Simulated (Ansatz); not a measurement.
Relaxing a structure of ZnO

The start is a generated trial cell of ZnO in the 4H structure type. The cell and all atomic positions are relaxed at zero pressure with PBE (plane waves to 420 eV, PAW, scalar-relativistic; Ansatz, a program for electronic structure). The first steps use a coarse 8×8×3 k-mesh.

Initial structure:
```
CELL_PARAMETERS angstrom
      3.13993     0.00000     0.00000
     -1.56996     2.71925     0.00000
      0.00000     0.00000    10.27931
ATOMIC_POSITIONS crystal
  Zn 0.00000 0.00000 0.00000
  Zn 0.00000 0.00000 0.50000
  Zn 0.66667 0.33333 0.75018
  Zn 0.33333 0.66667 0.25018
  O  0.00000 0.00000 0.81216
  O  0.00000 0.00000 0.31216
  O  0.66667 0.33333 0.56329
  O  0.33333 0.66667 0.06329
```

- Outcome = The space group stays P6₃mc (No. 186) (the run could not lower it); the end is AFLOW prototype AB_hP8_186_ab_ab (B5, as in SiC), with 8 atoms in the primitive cell
- Energy released = 0.07 eV/atom
- Volume change = +12.3 %, from 10.97 to 12.32 Å³/atom
- Optimiser moves = 6

Relaxed structure:

```cif
data_O4Zn4
_chemical_formula_sum 'Zn4 O4'
_space_group_name_H-M_alt 'P63mc'
_space_group_IT_number 186
_space_group_name_Hall 'P 6c -2c'
_cell_length_a 3.27231
_cell_length_b 3.27231
_cell_length_c 10.63091
_cell_angle_alpha 90.000
_cell_angle_beta 90.000
_cell_angle_gamma 120.000
loop_
_atom_site_label
_atom_site_type_symbol
_atom_site_symmetry_multiplicity
_atom_site_Wyckoff_symbol
_atom_site_fract_x
_atom_site_fract_y
_atom_site_fract_z
_atom_site_occupancy
Zn1 Zn 2 a 0.00000 0.00000 0.00072 1
Zn2 Zn 2 b 0.33333 0.66667 0.25051 1
O1 O 2 a 0.00000 0.00000 0.31208 1
O2 O 2 b 0.33333 0.66667 0.06232 1
```

Final values are on a 12×12×3 k-mesh of the relaxed cell. No spin polarisation in the result.

The run could not lose the symmetry of its start.

The first start was generated by placing the elements on the sites of a structure type. A measured structure of ZnO has the same space group, P6₃mc (No. 186); the sites were not compared with it.
